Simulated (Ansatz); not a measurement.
## CsPbBr₃, one structure, two calculations

Cell: a refined structure from the COD, ions relaxed with PBE at fixed cell.

Space group Pnma (No. 62); a = 8.2440, b = 11.7351, c = 8.1982 Å.

| site | Wyckoff | site symmetry | x | y | z |
| --- | --- | --- | --- | --- | --- |
| Cs | 4c | .m. | 0.5626 | 0.2500 | 0.0140 |
| Pb | 4a | -1 | 0.0000 | 0.5000 | 0.0000 |
| Br9 | 8d | 1 | 0.3013 | 0.4602 | 0.1980 |
| Br17 | 4c | .m. | 0.0044 | 0.7500 | 0.0766 |

One atom of each set is listed.

First run. The numbers come from a DFT calculation in Ansatz (PBE, plane waves and PAW, scalar-relativistic, 420 eV cutoff, Γ-centred 4×3×4 k-points, Fermi–Dirac smearing 0.02 eV).

```
site  V_zz (10²¹ V/m²)     η
  Cs             -2.14  0.94
  Pb              0.94  0.49
 Br9             19.92  0.03
Br17              20.8  0.13
```

Second run. The same atoms and settings, except that the functional is r2SCAN and the cutoff is 500 eV.

Task: What does the second run give?

Result: 

```json
{"site": "Cs", "V_zz": "-2.37", "η": "0.91", "change of V_zz": "-0.23"}
{"site": "Pb", "V_zz": "0.85", "η": "0.55", "change of V_zz": "-0.09"}
{"site": "Br9", "V_zz": "18.53", "η": "0.01", "change of V_zz": "-1.39"}
{"site": "Br17", "V_zz": "19.37", "η": "0.12", "change of V_zz": "-1.42"}
```

The largest change of V_zz is on Br17, from 20.8 to 19.37. In per cent, |V_zz| changes by +11 on Cs, -9 on Pb, -7 on Br (all sites that start above 0.5).

Spin–orbit coupling is left out, which shifts gradients on Pb by a few per cent, and by more where contributions nearly cancel.
